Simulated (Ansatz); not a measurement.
All numbers below come from DFT PBE, scalar-relativistic, plane waves, PAW (Ansatz). All cells share a 420 eV cutoff and Γ-centred k meshes spaced at most about 0.3 Å⁻¹ (about 0.25 or finer for metals, 2π included). Collinear spin in cells that started with moments and kept them past the coarse steps, no spin elsewhere.

These are static total energies at zero pressure.

Compare these two cells of CdFeC4N4, each relaxed at this level.

1. (site moments Fe 2.9 μB)

```yaml
crystal:
  lattice:
    - [6.17634, 0.00000, 0.00000]
    - [0.00000, 6.17634, 0.00000]
    - [0.00000, 0.00000, 6.17634]
  atoms:
    - { symbol: Cd, position: [0.50000, 0.50000, 0.50000] }
    - { symbol: Fe, position: [0.00000, 0.00000, 0.00000] }
    - { symbol: C, position: [0.18642, 0.18642, 0.18642] }
    - { symbol: C, position: [0.18642, 0.81358, 0.81358] }
    - { symbol: C, position: [0.81358, 0.18642, 0.81358] }
    - { symbol: C, position: [0.81358, 0.81358, 0.18642] }
    - { symbol: N, position: [0.29559, 0.29559, 0.29559] }
    - { symbol: N, position: [0.29559, 0.70441, 0.70441] }
    - { symbol: N, position: [0.70441, 0.29559, 0.70441] }
    - { symbol: N, position: [0.70441, 0.70441, 0.29559] }
```

2. (site moments Fe 3.1 μB)

```yaml
crystal:
  lattice:
    - [6.18623, 0.00000, 0.00000]
    - [0.00000, 6.18623, 0.00000]
    - [0.00000, 0.00000, 6.18623]
  atoms:
    - { symbol: Cd, position: [0.00000, 0.00000, 0.00000] }
    - { symbol: Fe, position: [0.50000, 0.50000, 0.50000] }
    - { symbol: C, position: [0.20782, 0.20782, 0.20782] }
    - { symbol: C, position: [0.20782, 0.79218, 0.79218] }
    - { symbol: C, position: [0.79218, 0.20782, 0.79218] }
    - { symbol: C, position: [0.79218, 0.79218, 0.20782] }
    - { symbol: N, position: [0.31678, 0.31678, 0.31678] }
    - { symbol: N, position: [0.31678, 0.68322, 0.68322] }
    - { symbol: N, position: [0.68322, 0.31678, 0.68322] }
    - { symbol: N, position: [0.68322, 0.68322, 0.31678] }
```

Question: Which placement of the atoms is lower in energy, and by how much?

Answer: Cell 2 is lower, by 13 meV/atom. The two share one framework of sites and differ in which element sits where. Cell 1 has space group P-43m (No. 215), 23.6 Å³/atom and no gap on its mesh; cell 2 has space group P-43m (No. 215), 23.7 Å³/atom and no gap. The shortest distance is 1.17 Å (C–N) in cell 1 and 1.17 Å (C–N) in cell 2. Even the lower one lies +0.41 eV/atom against the reference forms of the elements (uncorrected), so neither is stable at this level. In cell 1, around Cd lie 4 N at 2.19 Å; Fe is surrounded by 4 C at 1.99 Å; C is surrounded by 1 N at 1.17 Å and 1 Fe at 1.99 Å; around N lie 1 C at 1.17 Å and 1 Cd at 2.19 Å. In cell 2, around Cd lie 4 C at 2.23 Å; Fe is surrounded by 4 N at 1.96 Å; C is surrounded by 1 N at 1.17 Å and 1 Cd at 2.23 Å; around N lie 1 C at 1.17 Å and 1 Fe at 1.96 Å. Both come from invented guesses.

The k mesh leaves some 4 meV/atom of noise in the energy of each metallic cell. In such compounds of Fe a zero gap at this level may well be an artefact, since no Hubbard U is applied. The magnetic state reached may not be the lowest. Cells relaxed within their symmetry can be saddle points.
